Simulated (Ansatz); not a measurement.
Starting structure of a cell relaxation (symmetry kept):

```cif
data_structure
_symmetry_space_group_name_H-M 'P 1'
_symmetry_Int_Tables_number 1
_cell_length_a 6.9383
_cell_length_b 6.9383
_cell_length_c 6.9383
_cell_angle_alpha 131.953
_cell_angle_beta 131.953
_cell_angle_gamma 70.304
_cell_volume 181.05
loop_
_atom_site_label
_atom_site_type_symbol
_atom_site_fract_x
_atom_site_fract_y
_atom_site_fract_z
_atom_site_occupancy
Zn1 Zn 0.00000 0.00000 0.00000 1
Cu1 Cu 0.75000 0.25000 0.50000 1
Cu2 Cu 0.25000 0.75000 0.50000 1
Sn1 Sn 0.50000 0.50000 0.00000 1
Se1 Se 0.62461 0.62461 0.52161 1
Se2 Se 0.37539 0.89700 0.00000 1
Se3 Se 0.10300 0.10300 0.47839 1
Se4 Se 0.89700 0.37539 0.00000 1
```

Method: Ansatz, DFT PBEsol, scalar-relativistic, plane waves, PAW.

Cutoff 420 eV; k points 10×10×10 on the computed 8-atom cell (Γ-centred); Gaussian smearing, width 0.10 eV; no spin polarisation.

Task: What does it relax to?

Result: The volume increases by 0.02 Å³/atom to 22.65 Å³/atom, and the energy changes by under 0.1 meV/atom. Final structure:
```cif
data_structure
_symmetry_space_group_name_H-M 'I-42m'
_symmetry_Int_Tables_number 121
_cell_length_a 5.6612
_cell_length_b 5.6612
_cell_length_c 11.3064
_cell_angle_alpha 90.000
_cell_angle_beta 90.000
_cell_angle_gamma 90.000
_cell_volume 362.35
loop_
_atom_site_label
_atom_site_type_symbol
_atom_site_symmetry_multiplicity
_atom_site_Wyckoff_symbol
_atom_site_fract_x
_atom_site_fract_y
_atom_site_fract_z
_atom_site_occupancy
Zn1 Zn 2 a 0.00000 0.00000 0.00000 1
Cu1 Cu 4 d 0.00000 0.50000 0.25000 1
Sn1 Sn 2 b 0.50000 0.50000 0.00000 1
Se1 Se 8 i 0.26051 0.26051 0.36384 1
```

Cost: 1 run of about 13 core-minutes, on Intel Xeon Platinum 8259CL (Skylake/Cascade Lake) (shared hosts).